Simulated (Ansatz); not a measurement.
Bi$_{2}$SnTe$_{3}$:
```yaml
crystal:
  lattice:
    - [4.73959, 0.00000, 0.00000]
    - [-2.36980, 4.10461, 0.00000]
    - [0.00000, 0.00000, 9.78700]
  atoms:
    - { symbol: Te, position: [0.33333, 0.66667, 0.66438] }
    - { symbol: Bi, position: [0.66667, 0.33333, 0.83056] }
    - { symbol: Te, position: [0.00000, 0.00000, 0.00000] }
    - { symbol: Bi, position: [0.33333, 0.66667, 0.16944] }
    - { symbol: Te, position: [0.66667, 0.33333, 0.33562] }
    - { symbol: Sn, position: [0.00000, 0.00000, 0.50000] }
```

Relaxed with PBE+D3(BJ). Special points in fractions of this cell's reciprocal vectors: Γ (0.000, 0.000, 0.000); M (0.500, 0.000, 0.000); K (0.333, 0.333, 0.000); A (0.000, 0.000, 0.500); L (0.500, 0.000, 0.500); H (0.333, 0.333, 0.500).

List the band energies nearest the Fermi level at these points for PBE+D3(BJ) (plane waves, PAW; program Ansatz).

In eV from the Fermi level; about four levels below and three above (degenerate sets whole), none deeper than 8.9 eV; points with the same levels are listed once.

| k | below | above |
|---|---|---|
| Γ | -0.64 -0.45 -0.41 -0.41 | 0.05 0.05 2.41 |
| M | -2.98 -2.98 -2.64 -2.37 | 0.97 1.01 1.10 |
| K | -2.61 -2.61 -2.46 -2.37 | 1.31 1.31 1.75 |
| A | -1.37 -1.28 -1.05 -1.05 | 0.93 1.30 1.30 |
| L | -1.66 -0.71 -0.57 -0.36 | 0.65 2.63 2.87 |
| H | -4.32 -1.26 -1.26 -0.74 | 0.34 0.34 0.48 |

Space group P-3m1. The cell is a constructed one: a structure type filled with these elements; neither database checked (COD, Materials Project) lists it. Whether it is the stable phase at ambient conditions was not checked. The cell was relaxed with PBE+D3(BJ) under the symmetry of its start; of distortions, only those at the zone centre were tested. Scalar-relativistic: spin–orbit coupling is off unless named, which matters more the heavier the elements.

Potentials: the later of the program's two PAW sets.
